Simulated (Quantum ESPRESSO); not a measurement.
Band energies of TiO2

```
TiO2
1.0
   -4.35076     4.35076     1.88756
    4.35076    -4.35076     1.88756
    4.35076     4.35076    -1.88756
O Ti
8 4
Direct
  0.50114   0.15078   0.65192
  0.49886   0.84922   0.34808
  0.84922   0.50114   0.35036
  0.15078   0.49886   0.64964
  0.83834   0.84040   0.67874
  0.16166   0.15960   0.32126
  0.15960   0.83834   0.99794
  0.84040   0.16166   0.00206
  0.70772   0.00286   0.71058
  0.29228   0.99714   0.28942
  0.99714   0.70772   0.70486
  0.00286   0.29228   0.29514
```

PBEsol (Quantum ESPRESSO, PseudoDojo norm-conserving, 84 Ry, no spin-orbit coupling); path ΓXMΓZPNZ1M,XP; energies in eV from the valence-band maximum.

```csv
k (1/Å),point,band 44,band 45,band 46,band 47,band 48,band 49,band 50,band 51
0.00,Γ,-1.17,-0.95,-0.95,-0.95,-0.70,1.59,3.03,3.03
0.51,X,-1.29,-1.19,-0.96,-0.94,-0.67,2.27,2.53,2.75
1.02,M,-1.36,-1.26,-1.16,-1.16,0.00,2.87,2.87,2.92
1.56,,-1.18,-1.08,-1.00,-0.95,-0.60,1.72,2.94,3.01
1.74,Γ,-1.17,-0.95,-0.95,-0.95,-0.70,1.59,3.03,3.03
1.91,,-1.40,-1.14,-0.83,-0.83,-0.69,1.84,3.00,3.00
2.40,,-1.45,-1.14,-0.72,-0.72,-0.52,2.81,3.30,3.30
2.73,Z,-1.22,-0.99,-0.48,-0.48,-0.31,2.64,3.21,3.21
3.27,P,-1.22,-1.22,-1.11,-1.00,-0.20,2.60,3.14,3.14
3.63,N,-1.08,-0.82,-0.74,-0.70,-0.36,2.84,3.20,3.27
4.02,Z1,-1.22,-0.99,-0.48,-0.48,-0.31,2.64,3.21,3.21
4.19,,-1.09,-1.00,-0.44,-0.44,-0.19,2.66,3.09,3.09
4.53,,-1.46,-1.39,-0.94,-0.94,-0.03,2.91,2.91,2.91
4.70,M,-1.36,-1.26,-1.16,-1.16,0.00,2.87,2.87,2.92
4.70,X,-1.29,-1.19,-0.96,-0.94,-0.67,2.27,2.53,2.75
4.83,,-1.26,-1.10,-0.98,-0.85,-0.66,2.36,2.58,2.77
5.11,,-1.29,-0.95,-0.74,-0.68,-0.46,2.62,2.80,3.06
5.53,P,-1.22,-1.22,-1.11,-1.00,-0.20,2.60,3.14,3.14
```

The PBEsol gap is indirect, 1.59 eV, from M to Γ; the smallest direct gap is 2.29 eV.

Geometry of the Materials Project entry, not relaxed at this level.

This is not the ordinary phase of the substance; no match was found in the copy of COD used, and its stability was not checked.
